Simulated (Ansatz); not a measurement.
LiF:
```
LiF
1.0
    2.51626     0.00000     0.00000
    0.00000     2.51626     0.00000
    0.00000     0.00000     2.51626
Li F
1 1
Direct
  0.00000   0.00000   0.00000
  0.50000   0.50000   0.50000
```

x, y and z are the axes in which the lattice vectors are written.

Q: Give the high-frequency dielectric tensor and the Born effective charge tensors of the independent atoms from DFPT, plane-wave PAW r²SCAN (Ansatz code).

A: 
ε∞:
```
2.06  0.00  0.00
0.00  2.06  0.00
0.00  0.00  2.06
```
Z* of atom 1 (Li), rows: field, columns: displacement, in e:
```
1.10  0.00  0.00
0.00  1.10  0.00
0.00  0.00  1.10
```
Z* of atom 2 (F), rows: field, columns: displacement, in e:
```
-1.10   0.00   0.00
 0.00  -1.10   0.00
 0.00   0.00  -1.10
```

Static charges for comparison (Bader): Li1 +0.92, F2 -0.92 e. Born charges measure polarisation by displacement and can exceed these by far.

Space group Pm-3m (CsCl type). The first step of the workflow began from a Materials Project structure, measured or hypothetical; the Crystallography Open Database copy checked does not list it. It is not the phase usual at ambient conditions (space group No. 225). The r²SCAN relaxation kept the symmetry of its start. At this level the phase is dynamically unstable (imaginary phonons).

Potentials: the later of the program's two PAW sets.
